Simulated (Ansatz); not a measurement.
## Compressing Ti2AlC: a fit and a missing row

Ti2AlC, P6_3/mmc, a = 3.038 Å, c = 13.637 Å. The structure is a Materials Project entry; whether it is the stable form wasn't checked. Ansatz: PBEsol, PAW, 420 eV, Γ-centred 12×12×4 mesh on 8 atoms, Gaussian smearing 0.10 eV; no spin polarisation. Shape and atoms are relaxed at each volume; pressure is positive in compression.

| V (Å³/atom) | P (GPa) |
| --- | --- |
| 11.989 | ? |
| 12.398 | 16.67 |
| 12.806 | 10.23 |
| 13.215 | 4.71 |
| 13.624 | -0.02 |
| 14.032 | -4.05 |
| 14.441 | -7.48 |
| 14.986 | -11.26 |

**Question.** Take V0 = 13.624 Å³/atom, count pressures from its P0 = -0.02 GPa, fit the third-order Birch–Murnaghan form to the other rows, and predict the missing pressure.

**Answer.** With the Eulerian strain f = ½[(V0/V)^(2/3) − 1] and y = (P − P0)/[3f(1 + 2f)^(5/2)], the form is the line y = B0 + 1.5 B0 (B0′ − 4) f. Rows (f, y): 0.03244, 146.6; 0.02107, 146.3; 0.01026, 146.1; -0.00974, 144.9; -0.01904, 143.9; -0.03077, 142.7. Means f = 0.0007033, y = 145.08; Σ(Δf)² = 0.003003, ΣΔfΔy = 0.1829; the slope is their ratio. y = 145.0 + 60.92 f GPa, so B0 = 145.0 GPa and B0′ = 4 + 2 × (60.92)/(3 × 145.0) = 4.28. At V = 11.989, f = 0.04448, y = 147.71 and P = 24.37 GPa. The run gave 24.20 GPa, so the fit is 0.17 GPa too high, a small miss on the scale of the series.